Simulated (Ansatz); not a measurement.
Y₂SiO₅:
```
CELL_PARAMETERS angstrom
      7.21548     3.37059     0.00000
     -7.21548     3.37059     0.00000
     -5.55559     0.00000     8.82318
ATOMIC_POSITIONS crystal
  Y  0.78126 0.70802 0.96536
  Y  0.21874 0.29198 0.03464
  Y  0.70802 0.78126 0.53464
  Y  0.29198 0.21874 0.46536
  Y  0.23544 0.51869 0.66462
  Y  0.76456 0.48131 0.33538
  Y  0.51869 0.23544 0.83538
  Y  0.48131 0.76456 0.16462
  Si 0.72801 0.09093 0.69271
  Si 0.27199 0.90907 0.30729
  Si 0.09093 0.72801 0.80729
  Si 0.90907 0.27199 0.19271
  O  0.42236 0.38690 0.89733
  O  0.57764 0.61310 0.10267
  O  0.38690 0.42236 0.60267
  O  0.61310 0.57764 0.39733
  O  0.86791 0.26901 0.56332
  O  0.13209 0.73099 0.43668
  O  0.26901 0.86791 0.93668
  O  0.73099 0.13209 0.06332
  O  0.55673 0.14975 0.67512
  O  0.44327 0.85025 0.32488
  O  0.14975 0.55673 0.82488
  O  0.85025 0.44327 0.17512
  O  0.16723 0.40561 0.17935
  O  0.83277 0.59439 0.82065
  O  0.40561 0.16723 0.32065
  O  0.59439 0.83277 0.67935
  O  0.91271 0.09267 0.35888
  O  0.08729 0.90733 0.64112
  O  0.09267 0.91271 0.14112
  O  0.90733 0.08729 0.85888
```

Relaxed with r²SCAN. Special points in fractions of this cell's reciprocal vectors: Γ (0.000, 0.000, 0.000); C (0.326, 0.326, 0.000); C2 (-0.326, 0.674, 0.000); Y2 (-0.500, 0.500, 0.000); M2 (-0.500, 0.500, 0.500); D (-0.270, 0.730, 0.500); D2 (0.270, 0.270, 0.500); A (0.000, 0.000, 0.500); L2 (0.000, 0.500, 0.500); V2 (0.000, 0.500, 0.000).

Problem. List the band energies nearest the valence-band maximum at these points for DFT-r²SCAN in the program Ansatz with PAW potentials.

Solution. In eV from the valence-band maximum; about four levels below and three above (degenerate sets whole), none deeper than 8.9 eV; points with the same levels are listed once.

```
k                     below                above
--  -----------------------  -------------------
Γ    -0.33 -0.30 -0.16 0.00       5.45 5.91 6.31
C   -0.33 -0.30 -0.26 -0.05       5.97 6.20 6.41
Y2  -0.37 -0.33 -0.29 -0.01       5.92 6.13 6.36
M2  -0.35 -0.35 -0.24 -0.24  6.07 6.07 6.41 6.41
D   -0.32 -0.32 -0.22 -0.22  6.12 6.12 6.41 6.41
A   -0.23 -0.23 -0.17 -0.17  5.88 5.88 6.28 6.28
L2  -0.34 -0.31 -0.27 -0.20       6.06 6.15 6.39
V2  -0.37 -0.26 -0.25 -0.05       5.90 6.38 6.39
```

Space group C2/c. The workflow started from a Materials Project entry (that database holds measured and hypothetical structures alike); the Crystallography Open Database files this formula in space group No. 15, but the cells were not matched. Whether it is the stable phase at ambient conditions was not checked. Symmetry was held in the r²SCAN relaxation; its stability against distortions is not shown here. No spin polarisation was allowed. Spin–orbit coupling is left out wherever it is not named.

Potentials: the later of the program's two PAW sets.
